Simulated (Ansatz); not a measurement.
## Field gradients at the nuclei in Fe₂C₂N₃F₅

The cell is a COD entry, ions relaxed with PBE at fixed cell.

Space group Imma (No. 74); a = 7.4912, b = 9.1583, c = 9.4607 Å.

```csv
site,Wyckoff,site symmetry,x,y,z
Fe1,4a,2/m..,0.0000,0.0000,0.0000
Fe3,4d,.2/m.,0.2500,0.2500,0.7500
C,8h,m..,0.0000,0.1408,0.2834
N9,8h,m..,0.0000,0.1713,0.1468
N13,4e,mm2,0.0000,0.2500,0.3742
F15,4e,mm2,0.5000,0.2500,0.8118
F17,16j,1,0.8121,0.9020,0.1119
```

One atom of each set is listed; the run and its k-mesh use a cell of 24 atoms with edges of 7.57, 7.57, 7.57 Å.

The numbers come from a DFT calculation in Ansatz (PBE, plane waves and PAW, scalar-relativistic, collinear spin, 420 eV cutoff, Γ-centred 6×6×6 k-points, Fermi–Dirac smearing 0.05 eV). Start moments as typed (μB): 5 on each Fe, none on the rest. The program fits them to the shells of the files, so those used differ somewhat.

V_zz is the principal component of the electric field gradient with the largest magnitude, η = (V_xx − V_yy)/V_zz and C_Q = eQV_zz/h.

14N: I = 1, Q = 20.44 mb. Nuclear quadrupole moments: year-2017 set (Pyykkö).

| site | atoms | first shell | V_zz (10²¹ V/m²) | η | C_Q (MHz) |
| --- | --- | --- | --- | --- | --- |
| Fe1 | 2 | 4 F at 1.98 Å, 2 N at 2.10 Å | -4.78 | 0.04 | – |
| Fe3 | 2 | 6 F at 1.96 Å | -1.38 | 0.92 | – |
| C | 4 | 2 N at 1.32 Å, angle 118°; also 1 N at 2.15 Å, 1 Fe at 2.98 Å | 1.15 | 0.82 | – |
| N9 | 4 | 1 C at 1.32 Å, 1 N at 1.44 Å, 1 Fe at 2.10 Å; also 1 C at 2.15 Å, 1 Fe at 3.32 Å | 8.96 | 0.10 | 4.43 |
| N13 | 2 | 2 C at 1.32 Å, angle 99° | -6.86 | 0.47 | -3.39 |
| F15 | 2 | 2 Fe at 1.96 Å, angle 145° | 10.21 | 0.11 | – |
| F17 | 8 | 2 Fe at 1.96–1.98 Å, angle 148°; also 1 C at 3.07 Å | 10.16 | 0.18 | – |

The structure holds N–N bonds (1.44 Å). At F15 and F17 V_zz runs parallel to the line that joins its two neighbours (within 1°) in each case. At N13 V_zz points along the bisector of its two bonds (within 1°).

Fe, C, F have no stable isotope with a ground-state quadrupole moment in the table, so no C_Q is given.

Runs of this kind can end above the lowest electronic state. With these PAW files V_zz is typically within 2 to 3 % of all-electron values, but misses above 10 % occur on Fe. With a gap of 0.4 eV on this mesh, the gradients can still move by some per cent as the k-mesh gets denser. The database positions were far from equilibrium, so the relaxed structure may not be the compound's real one. All moments are parallel here, as the start or the cell imposes; many such compounds order antiparallel, where fields and spin densities carried over to other atoms largely cancel. The magnetic order is the one that the run reached from its start moments, not necessarily the measured one; the program found signs of a lower order.
